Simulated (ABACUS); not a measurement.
Worked example: self-consistent single point of ZnO (P6_3mc, 4 atoms in the cell; from Materials Project mp-2133, changed as shown) in ABACUS.

Computed with ABACUS with LDA (PW92), numerical atomic orbitals DZP (confined pseudo-atomic orbitals with Gaussian additions; energy shift 0.003 Ry), PseudoDojo 0.4 standard norm-conserving LDA (tails mended) pseudopotentials.

The change in words: lattice vector c scaled by 0.98. Reference geometry (P6_3mc):
```
CELL_PARAMETERS angstrom
      3.23735     0.00000     0.00000
     -1.61868     2.80363     0.00000
      0.00000     0.00000     5.22206
ATOMIC_POSITIONS crystal
  Zn 0.66667 0.33333 0.50059
  Zn 0.33333 0.66667 0.00059
  O  0.66667 0.33333 0.87972
  O  0.33333 0.66667 0.37972
```

Reference input (self-consistent single point, DFT, LDA (PW92), numerical atomic orbitals DZP (confined pseudo-atomic orbitals with Gaussian additions; energy shift 0.003 Ry), PseudoDojo 0.4 standard norm-conserving LDA (tails mended) pseudopotentials): basis = DZP numerical atomic orbitals, energy shift 0.003 Ry; KPT = Gamma 8 8 6 0 0 0; basis_type = lcao; dft_functional = PWLDA; ecutwfc = 100 Ry; smearing_method = fd; smearing_sigma = 0.00367493 Ry; potentials = PseudoDojo 0.4 standard norm-conserving LDA (tails mended); symmetry = 1; symmetry_prec = 1e-05; ks_solver = genelpa; scf_nmax = 100. This run's input differs from it in these lines:

```diff
@@ -35,3 +35,3 @@
   -0.4999999893    0.8660252800    0.0000000000
-   0.0000000000    0.0000000000    1.6130662081
+   0.0000000000    0.0000000000    1.5808049457
 
@@ -43,4 +43,4 @@
 2
-   1.6186766187    0.9345413988    2.6141110154
-  -0.0000016187    1.8690856012    0.0030810154
+   1.6186766187    0.9345413988    2.5618288952
+  -0.0000016187    1.8690856012    0.0030193952
 
@@ -49,4 +49,4 @@
 2
-   1.6186766187    0.9345413988    4.5939506232
-  -0.0000016187    1.8690856012    1.9829206232
+   1.6186766187    0.9345413988    4.5020717867
+  -0.0000016187    1.8690856012    1.9432622867
 # file: KPT
```

Output, abridged:

```
 SELF-CONSISTENT
 -------------------------------------------

                  longest orb rcut (Bohr) = 7.6
   longest nonlocal projector rcut (Bohr) = 1.9
                     search radius (Bohr) = 19

                          real space grid = [ 40, 40, 64 ]
                                 init_chg = atomic

 LCAO ALGORITHM --------------- ION=   1  ELEC=   1--------------------------------

 Density error is 0.0673073006684
 E_KohnSham     -901.3940738380      -12264.0955476295
 E_Fermi        0.6807171464         9.2616319178

 LCAO ALGORITHM --------------- ION=   1  ELEC=   2--------------------------------

   [... lines left out ...]

   [... 5 blocks of this kind left out ...]

 LCAO ALGORITHM --------------- ION=   1  ELEC=   8--------------------------------

 Density error is 4.44803606591e-07
 E_KohnSham     -901.7783572632      -12269.3239918598
 E_Fermi        0.7454289650         10.1420813783

 LCAO ALGORITHM --------------- ION=   1  ELEC=   9--------------------------------

 Density error is 2.84722889602e-08
 E_KohnSham     -901.7783572633      -12269.3239918599
 E_KS(sigma->0) -901.7783571902      -12269.3239908656
 E_entropy(-TS) -0.0000001462        -0.0000019886
 E_Fermi        0.7454296198         10.1420902873
 charge density convergence is achieved
 final etot is -12269.323992 eV
 EFERMI = 10.142090287 eV

 STATE ENERGY(eV) AND OCCUPATIONS    NSPIN == 1
   [... 33 lines left out ...]

 TOTAL-FORCE (eV/Angstrom)
                       Zn1         0.0000000000         0.0000000000        -0.2283804516
                       Zn2         0.0000000000         0.0000000000        -0.2283804516
                        O1         0.0000000000         0.0000000000         0.2283804516
                        O2         0.0000000000         0.0000000000         0.2283804516

 TOTAL-STRESS (KBAR)
       -30.7103760444         0.0000000018         0.0000000000
         0.0000000018       -30.7103835153        -0.0000000000
         0.0000000000         0.0000000000        18.7118445832
 TOTAL-PRESSURE: -14.236305 KBAR

 --------------------------------------------
 !FINAL_ETOT_IS -12269.3239918598974327 eV
 --------------------------------------------
```

The run converged in 9 iterations. Against the reference run the free energy drops by 2.0 meV/atom, the pressure goes from -4.33 to -1.42 GPa, the largest force goes from under 0.1 to 0.23 eV/Å and the gap on the mesh goes from 0.812 to 0.873 eV.

The atom-centred basis is finite, which shifts total energies, pressures, gaps and forces against plane waves. The structure comes from a collection of computed structures, made at another level of theory; the collection holds predicted forms beside known ones.

Cost on one core: about 30 core-seconds (a rough figure).

The atomic orbitals were generated for these runs; they are not ABACUS's published sets and were checked against plane waves on a few crystals only.

“Tails mended”: in these copies of the files the far tail of each local potential was reset to the Coulomb form.
